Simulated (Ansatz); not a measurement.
MgCr2Ge4O12 — contact hyperfine fields

Cell: a Materials Project structure (computed, not necessarily an observed phase), atoms as given.

```cif
data_MgCr2Ge4O12
_symmetry_space_group_name_H-M 'C2'
_symmetry_Int_Tables_number 5
_cell_length_a 10.3769
_cell_length_b 8.8238
_cell_length_c 5.5132
_cell_angle_alpha 90.000
_cell_angle_beta 112.264
_cell_angle_gamma 90.000
loop_
_atom_site_label
_atom_site_type_symbol
_atom_site_symmetry_multiplicity
_atom_site_Wyckoff_symbol
_atom_site_fract_x
_atom_site_fract_y
_atom_site_fract_z
Mg Mg 2 a 0.5000 0.7742 0.0000
Cr2 Cr 2 a 0.5000 0.4070 0.0000
Cr3 Cr 2 b 0.5000 0.5849 0.5000
Ge4 Ge 4 c 0.2953 0.0940 0.0144
Ge6 Ge 4 c 0.7133 0.9013 0.5050
O8 O 4 c 0.3622 0.0285 0.3391
O10 O 4 c 0.6433 0.9599 0.1594
O12 O 4 c 0.3820 0.7330 0.5911
O14 O 4 c 0.6580 0.2782 0.0239
O16 O 4 c 0.1072 0.0896 0.8989
O18 O 4 c 0.8962 0.9191 0.6061
```

One atom of each set is listed; the run and its k-mesh use a cell of 19 atoms with edges of 6.81, 6.81, 5.51 Å.

The numbers come from a DFT calculation in Ansatz (r2SCAN, plane waves and PAW, scalar-relativistic, collinear spin, 500 eV cutoff, Γ-centred 4×4×5 k-points, Fermi–Dirac smearing 0.02 eV). Start moments as typed (μB): 3 on each Cr, none on the rest.

B_c = (2μ₀/3)μB(ρ↑ − ρ↓), with the spin density averaged over the Thomson radius around the nucleus, 7.77 T per e/Å³, positive along the up direction of the run. The valence column is what the valence and semicore waves of the PAW files give as listed; the rest comes from solving these waves and the inner shells again in each spin's potential.

(1) What moments and contact fields does each site carry?

Answers

(1) The cell's net moment is 6.00 μB; the site moments, counted in spheres around the atoms, add up to 4.93 μB, and the difference lies between the spheres. One atom of each set is listed.

```
site  m (μB)  B_c (T)  valence column (T)  rest (T)
  Mg    0.00      1.1                 1.1       0.0
 Cr2    2.42    -16.0                31.0     -47.0
 Cr3    2.45    -16.9                30.0     -46.9
 Ge4    0.00      9.4                 9.2       0.2
 Ge6    0.00      8.8                 8.6       0.2
  O8    0.01      0.7                 0.8      -0.1
 O10    0.00      0.5                 0.5       0.0
 O12    0.01      0.2                 0.4      -0.2
 O14    0.01      1.2                 1.3      -0.1
 O16   -0.01      0.4                 0.2       0.2
 O18    0.00      0.3                 0.4       0.0
```

At this cell the r2SCAN pressure is -7 GPa, so with r2SCAN the cell would shrink if it were relaxed. The entry's cell may itself be off. The largest force is 0.5 eV/Å, so the atoms aren't at the calculated equilibrium and relaxing them would move these values. The program didn't check the stability of this electronic state in full, so a lower one may lie near. All moments on Cr are parallel here, as they were started; many such compounds order antiparallel, where fields on atoms that lie between magnetic neighbours largely cancel. The magnetic order is the one that the run reached from its start moments, not necessarily the measured one. Semilocal functionals underestimate core polarisation, so for a given moment the contact field on a magnetic ion comes out too small, by up to a factor of two. Orbital and dipolar fields are left out; they are small for half-filled shells and for d³ or d⁸ ions in regular octahedra, but can rival the contact field on other open-shell ions. Fields under about 2 T can be off by more than a tenth.
